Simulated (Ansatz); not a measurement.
Input:

ZnCu:
Space group Pm-3m (No. 221); a = 2.9186 Å, b = 2.9186 Å, c = 2.9186 Å, α = 90.00°, β = 90.00°, γ = 90.00°

```json
[
 {"atom": "Cu", "site": "1a", "symmetry": "m-3m", "x": "0.0000", "y": "0.0000", "z": "0.0000"},
 {"atom": "Zn", "site": "1b", "symmetry": "m-3m", "x": "0.5000", "y": "0.5000", "z": "0.5000"}
]
```

This is the r²SCAN-relaxed structure.

**Question.** All from r²SCAN in the plane-wave PAW code Ansatz, unless another level is named. Estimate the formation energy from the elements (no fitted shifts).

**Answer.** -0.11 eV/atom.

**Question.** What about the density of states at the Fermi level?

**Answer.** 0.24 states/eV per atom (mean over ±0.08 eV).

The cell was relaxed with r²SCAN under the symmetry of its start; of distortions, only those at the zone centre were tested. No spin polarisation was allowed. The references are the lowest solids computed at this level, not always the standard phases.

Potentials: the later of the program's two PAW sets.
